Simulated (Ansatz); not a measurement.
## WC, first-principles data

WC:
Space group I4₁md (No. 109); a = 2.8836 Å, b = 2.8836 Å, c = 10.1198 Å, α = 90.00°, β = 90.00°, γ = 90.00°

```json
[
 {"atom": "W", "site": "4a", "symmetry": "2mm.", "x": "0.0000", "y": "0.0000", "z": "0.7493"},
 {"atom": "C", "site": "4a", "symmetry": "2mm.", "x": "0.0000", "y": "0.0000", "z": "0.1667"}
]
```
(The calculation used a cell of 4 atoms; values per cell refer to that cell.)

Space group I4_1md (No. 109); conventional cell a = b = 2.8836 Å, c = 10.1198 Å, α = β = γ = 90.00°.

Method: the program Ansatz at the PBE level (PAW). Structure relaxed to zero pressure with the same functional. Other levels are named where they apply.

**Cell and energy**

```
Property                                                      Result
-----------------------------------------------------  -------------
Volume per atom                                             10.52 Å³
Density                                                  15.46 g/cm³
Formation energy from the elements (no fitted shifts)  -136 meV/atom
```

**Electronic structure**

```
Item                                                                                                        Value
------------------------------------  ---------------------------------------------------------------------------
Electronic character                  no gap, with almost no states at the Fermi level (zero-gap or semimetallic)
Density of states at the Fermi level                                 0.03 states/eV per atom (mean over ±0.08 eV)
```

**Mechanics**

```
Item                                  Value
----------------------------------  -------
Bulk modulus (Birch–Murnaghan fit)  387 GPa
Pressure derivative B′                  4.3
```

The cell is a constructed one: a structure type filled with these elements; neither database checked (COD, Materials Project) lists it. It is not the phase usual at ambient conditions (space group No. 187). Symmetry was held in the PBE relaxation; whether a distortion lowers the energy is not shown. No spin polarisation was allowed. The references are the lowest solids computed at this level, not always the standard phases. Spin–orbit coupling is left out wherever it is not named.

Potentials: the later of the program's two PAW sets.
